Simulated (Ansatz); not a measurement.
CdSiN$_{2}$:
```cif
data_Cd3N6Si3
_chemical_formula_sum 'Cd3 Si3 N6'
_space_group_name_H-M_alt 'R-3m :H'
_space_group_IT_number 166
_space_group_name_Hall '-R 3 2"'
_cell_length_a 2.87809
_cell_length_b 2.87809
_cell_length_c 17.73465
_cell_angle_alpha 90.000
_cell_angle_beta 90.000
_cell_angle_gamma 120.000
loop_
_atom_site_label
_atom_site_type_symbol
_atom_site_symmetry_multiplicity
_atom_site_Wyckoff_symbol
_atom_site_fract_x
_atom_site_fract_y
_atom_site_fract_z
_atom_site_occupancy
Cd1 Cd 3 b 0.00000 0.00000 0.50000 1
Si1 Si 3 a 0.00000 0.00000 0.00000 1
N1 N 6 c 0.00000 0.00000 0.38579 1
```
(The calculation used a cell of 4 atoms; values per cell refer to that cell.)

Relaxed with LDA.

### Question
Decompose the optical modes at the zone centre into irreducible representations, and say which are infrared and Raman allowed.

### Answer
Point group -3m: Γ_opt = A1g + 2A2u + Eg + 2Eu. Infrared: A2u, Eu. Raman: A1g, Eg.

### Question
Assign frequencies (DFPT, LDA (plane waves, PAW; program Ansatz)).

### Answer
Eu 117, Eg 403, A2u 454, Eu 539, A2u 761, A1g 809 cm⁻¹.

The start of the workflow was typed in or built on a structure type; neither database checked (COD, Materials Project) lists it. Its standing as an ambient phase is unchecked. Symmetry was held in the LDA relaxation; its stability against distortions is not shown here. The volume moved by -46 % from the start of the relaxation. As this level gives no gap, phonon frequencies hold no LO–TO term and depend on the k-mesh and smearing (Fermi–Dirac, 0.1 eV here).

Potentials: the later of the program's two PAW sets.
